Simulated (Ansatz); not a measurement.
Consider the following.

Cs2PdCl4:
Space group P4/mmm (No. 123); a = 7.527 Å, b = 7.527 Å, c = 4.656 Å, α = 90.00°, β = 90.00°, γ = 90.00°

| atom | site | symmetry | x | y | z |
|---|---|---|---|---|---|
| Cs | 2e | mmm. | 0.0000 | 0.5000 | 0.5000 |
| Pd | 1a | 4/mmm | 0.0000 | 0.0000 | 0.0000 |
| Cl | 4j | m.2m | 0.2183 | 0.2183 | 0.0000 |

This is the r²SCAN-relaxed structure.

Task: All from the program Ansatz at the r²SCAN level (PAW), unless another level is named. Estimate the HSE06 gap on the r²SCAN cell.

Result: 3.38 eV.

Task: Next, the hole effective mass with spin–orbit coupling?

Result: 3.5, 5.2, 5.2 mₑ (principal values).

Task: Predict the formation energy from the elements (no fitted shifts).

Result: -1.59 eV/atom.

Task: Give the valence-band maximum.

Result: at M.

The workflow started from a Materials Project entry (that database holds measured and hypothetical structures alike); the Crystallography Open Database files this formula in space group No. 123, but the cells were not matched. Its standing as an ambient phase is unchecked. The cell was relaxed with r²SCAN under the symmetry of its start; its stability against distortions is not shown here. No spin polarisation was allowed. The references are the lowest solids computed at this level, not always the standard phases (solids in place of the gases). Spin–orbit coupling is left out wherever it is not named.

Potentials: the later of the program's two PAW sets.
